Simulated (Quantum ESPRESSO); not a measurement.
# Mg2GaFO3: input and log of a self-consistent run

A calculation, not a measurement. The program is pw.x of Quantum ESPRESSO 7.5 (plane-wave density functional theory). The cell is made up: 7 atoms on a wurtzite lattice with one site empty, with randomly drawn elements, strain and displacements, not relaxed. PseudoDojo standard norm-conserving files (v0.5 for PBE, v0.4.1 for LDA and PBEsol) set the functional; there is no spin polarisation, spin-orbit coupling or dispersion term, and the masses in the input are unused placeholders.

Input:

```
&control calculation='scf', pseudo_dir='./dojo.nc.sr.pbe.v0_5.standard.upf', outdir='./o', disk_io='low', tprnfor=.true., tstress=.true. /
&system ibrav=0, nat=7, ntyp=4, nbnd=35, ecutwfc=84.00895049, nosym=.true., tot_charge=0,
 occupations='smearing', smearing='fd', degauss=0.0018374661
/
&electrons conv_thr=7.350e-09, electron_maxstep=60, /
ATOMIC_SPECIES
F 1.0 F.upf
Ga 1.0 Ga.upf
Mg 1.0 Mg.upf
O 1.0 O.upf
CELL_PARAMETERS angstrom
3.1089 -0.0123 -0.012
-0.0213 5.3213 -0.0163
-0.0196 -0.0154 5.0965
ATOMIC_POSITIONS angstrom
Mg 0.0284 0.0737 0.1123
Ga 1.5678 2.6122 0.063
Mg -0.0807 3.5292 2.5889
F 0.0108 -0.0315 1.889
O 1.5365 2.6992 1.858
O 1.5772 0.8764 4.3756
O 0.0697 3.5096 4.4367
K_POINTS automatic
6 4 4 1 1 1
```

The log is shortened where brackets say so; the opening notice, blank lines, dates and the lines on written files are dropped, and the path of the files is cut. It prints rydbergs, bohrs and kilobars, and counts compression as positive stress. With no partly filled state, the Fermi energy that it prints is only some level between the filled and the empty states on the mesh, and need not lie in the true gap.

```
     Program PWSCF v.7.5
     Parallel version (MPI & OpenMP), running on       4 processor cores
     Number of MPI processes:                 4
     Threads/MPI process:                     1
     [start-up lines left out]
     bravais-lattice index     =            0
     lattice parameter (alat)  =       5.8751  a.u.
     unit-cell volume          =     568.9521 (a.u.)^3
     number of atoms/cell      =            7
     number of atomic types    =            4
     number of electrons       =        58.00
     number of Kohn-Sham states=           35
     kinetic-energy cutoff     =      84.0090  Ry
     charge density cutoff     =     336.0358  Ry
     scf convergence threshold =      7.3E-09
     mixing beta               =       0.7000
     number of iterations used =            8  plain     mixing
     Exchange-correlation= PBE
                           (   1   4   3   4   0   0   0)
     [axes and pseudopotential details left out]
   Cartesian axes
     site n.     atom                  positions (alat units)
         1        Mg     tau(   1) = (   0.0091349   0.0237058   0.0361215  )
         2        Ga     tau(   2) = (   0.5042864   0.8402200   0.0202641  )
         3        Mg     tau(   3) = (  -0.0259573   1.1351752   0.8327255  )
         4        F      tau(   4) = (   0.0034738  -0.0101320   0.6076011  )
         5        O      tau(   5) = (   0.4942187   0.8682038   0.5976299  )
         6        O      tau(   6) = (   0.5073100   0.2818960   1.4074216  )
         7        O      tau(   7) = (   0.0224192   1.1288708   1.4270746  )
     number of k points=    48  Fermi-Dirac smearing, width (Ry)=  0.0018
                       cart. coord. in units 2pi/alat
        k(    1) = (   0.0839222   0.0736019   0.0767972), wk =   0.0416667
        k(    2) = (   0.0845128   0.0740714   0.2293049), wk =   0.0416667
     [further k points left out]
     Dense  grid:    59157 G-vectors     FFT dimensions: (  36,  60,  60)
     Estimated max dynamical RAM per process >     121.94 MB
     Estimated total dynamical RAM >     444.45 MB
     Initial potential from superposition of free atoms
     starting charge      57.9957, renormalised to      58.0000
     Starting wfcs are   35 randomized atomic wfcs
     total cpu time spent up to now is        3.4 secs
     per-process dynamical memory:    92.0 Mb
     Self-consistent Calculation
     iteration #  1     ecut=    84.01 Ry     beta= 0.70
     Davidson diagonalization with overlap
     ethr =  1.00E-02,  avg # of iterations =  5.9
     total cpu time spent up to now is        8.6 secs
     total energy              =    -538.80576590 Ry
     estimated scf accuracy    <       1.73156988 Ry
     iteration #  2     ecut=    84.01 Ry     beta= 0.70
     Davidson diagonalization with overlap
     ethr =  2.99E-03,  avg # of iterations =  2.1
     total cpu time spent up to now is       12.9 secs
     total energy              =    -539.15511785 Ry
     estimated scf accuracy    <       2.18860345 Ry
     iteration #  3     ecut=    84.01 Ry     beta= 0.70
     Davidson diagonalization with overlap
     ethr =  2.99E-03,  avg # of iterations =  2.0
     total cpu time spent up to now is       16.1 secs
     total energy              =    -539.57828873 Ry
     estimated scf accuracy    <       0.07785062 Ry
     iteration #  4     ecut=    84.01 Ry     beta= 0.70
     Davidson diagonalization with overlap
     ethr =  1.34E-04,  avg # of iterations =  2.8
     total cpu time spent up to now is       19.8 secs
     total energy              =    -539.59405264 Ry
     estimated scf accuracy    <       0.00783899 Ry
     iteration #  5     ecut=    84.01 Ry     beta= 0.70
     Davidson diagonalization with overlap
     ethr =  1.35E-05,  avg # of iterations =  7.7
     total cpu time spent up to now is       26.0 secs
     total energy              =    -539.59493296 Ry
     estimated scf accuracy    <       0.00167920 Ry
     iteration #  6     ecut=    84.01 Ry     beta= 0.70
     Davidson diagonalization with overlap
     ethr =  2.90E-06,  avg # of iterations =  3.0
     total cpu time spent up to now is       30.9 secs
     total energy              =    -539.59525889 Ry
     estimated scf accuracy    <       0.00015931 Ry
     iteration #  7     ecut=    84.01 Ry     beta= 0.70
     Davidson diagonalization with overlap
     ethr =  2.75E-07,  avg # of iterations =  2.0
     total cpu time spent up to now is       35.8 secs
     total energy              =    -539.59527638 Ry
     estimated scf accuracy    <       0.00001447 Ry
     iteration #  8     ecut=    84.01 Ry     beta= 0.70
     Davidson diagonalization with overlap
     ethr =  2.49E-08,  avg # of iterations =  2.0
     total cpu time spent up to now is       39.9 secs
     total energy              =    -539.59527929 Ry
     estimated scf accuracy    <       0.00000387 Ry
     iteration #  9     ecut=    84.01 Ry     beta= 0.70
     Davidson diagonalization with overlap
     ethr =  6.67E-09,  avg # of iterations =  2.0
     total cpu time spent up to now is       43.3 secs
     total energy              =    -539.59528021 Ry
     estimated scf accuracy    <       0.00000079 Ry
     iteration # 10     ecut=    84.01 Ry     beta= 0.70
     Davidson diagonalization with overlap
     ethr =  1.36E-09,  avg # of iterations =  2.0
     total cpu time spent up to now is       47.6 secs
     total energy              =    -539.59528033 Ry
     estimated scf accuracy    <       0.00000004 Ry
     iteration # 11     ecut=    84.01 Ry     beta= 0.70
     Davidson diagonalization with overlap
     ethr =  6.34E-11,  avg # of iterations =  2.0
     total cpu time spent up to now is       52.7 secs
     End of self-consistent calculation
          k = 0.0839 0.0736 0.0768 (  7410 PWs)   bands (ev):
   -67.0261 -67.0239 -33.9023 -33.8820 -33.8471 -33.8274 -33.8189 -33.8124
   -16.2412 -13.0749 -11.4439 -10.7598  -7.9905  -7.9129  -7.7925  -7.5167
    -7.4848  -0.3027   0.7885   1.4472   2.0122   2.1716   3.0003   3.1083
     3.8830   4.2489   4.5335   4.8141   4.8604   8.4163  11.7950  12.8467
    14.3510  14.9640  15.9557
     [levels at the other k points left out]
     the Fermi energy is     6.5019 ev
!    total energy              =    -539.59528034 Ry
     estimated scf accuracy    <          1.4E-09 Ry
     smearing contrib. (-TS)   =       0.00000000 Ry
     internal energy E=F+TS    =    -539.59528034 Ry
     The total energy is F=E-TS. E is the sum of the following terms:
     one-electron contribution =    -310.70107572 Ry
     hartree contribution      =     181.10628273 Ry
     xc contribution           =    -110.46421838 Ry
     ewald contribution        =    -299.53626896 Ry
     convergence has been achieved in  11 iterations
     Forces acting on atoms (cartesian axes, Ry/au):
     atom    1 type  3   force =     0.00829905    0.02113070   -0.07227386
     atom    2 type  2   force =     0.02012412   -0.06240251   -0.03188664
     atom    3 type  3   force =     0.03591700    0.00003272   -0.04018665
     atom    4 type  1   force =    -0.00126852   -0.01675429    0.04127169
     atom    5 type  4   force =    -0.03174956    0.01420602   -0.02141902
     atom    6 type  4   force =    -0.00370302    0.03714693    0.05924973
     atom    7 type  4   force =    -0.02761907    0.00664043    0.06524476
     Total force =     0.166078     Total SCF correction =     0.000087
     Computing stress (Cartesian axis) and pressure
          total   stress  (Ry/bohr**3)                   (kbar)     P=      103.52
   0.00083406   0.00003375   0.00019377          122.69        4.97       28.51
   0.00003375   0.00031391  -0.00012318            4.97       46.18      -18.12
   0.00019377  -0.00012318   0.00096313           28.51      -18.12      141.68
     init_run     :      2.81s CPU      2.92s WALL (       1 calls)
     electrons    :     49.10s CPU     49.34s WALL (       1 calls)
     forces       :      0.61s CPU      0.62s WALL (       1 calls)
     stress       :      1.83s CPU      1.84s WALL (       1 calls)
     [timing details left out]
     PWSCF        :     54.82s CPU     55.24s WALL
     JOB DONE.
```

In other units: free energy -7341.568 eV for the cell, pressure 10.35 GPa, largest force component 1.858 eV/Å. A rerun of the same cell at another strain at 1437 eV and a 8 x 6 x 6 mesh moved values by no more than 0.003 eV in energy, 0.04 GPa in stress and 0.007 eV/Å in force.